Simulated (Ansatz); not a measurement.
Given:

CoLiO2:
```yaml
crystal:
  lattice:
    - [2.79521, 0.00000, 0.00000]
    - [-1.39761, 2.42073, 0.00000]
    - [0.00000, 0.00000, 4.79225]
  atoms:
    - { symbol: O, position: [0.66667, 0.33333, 0.78285] }
    - { symbol: Co, position: [0.00000, 0.00000, 0.00000] }
    - { symbol: O, position: [0.33333, 0.66667, 0.21715] }
    - { symbol: Li, position: [0.00000, 0.00000, 0.50000] }
```

This is the PBE+D3(BJ)-relaxed structure. Cartesian axes are those of the cell as given.

Q: All from the program Ansatz at the PBE+D3(BJ) level (PAW), unless another level is named. Predict the Poisson's ratio.

A: 0.28.

Q: Give the highest zone-centre frequency (without LO–TO term).

A: 17.27 THz.

Q: Predict the elastic constants (relaxed ions, GPa).

A: C11 = 356, C12 = 96.4, C13 = 47.1, C14 = -17.0, C33 = 284, C44 = 39.1.

Space group P-3m1. The cell is a constructed one: a structure type filled with these elements; neither database checked (COD, Materials Project) lists it. COD files the formula under space group No. 166, so this cell is another polymorph or a model. Its standing as an ambient phase is unchecked. The PBE+D3(BJ) relaxation kept the symmetry of its start; of distortions, only those at the zone centre were tested. The workflow began spin-polarised and lost its moments. No Hubbard U is applied.

Potentials: the later of the program's two PAW sets.
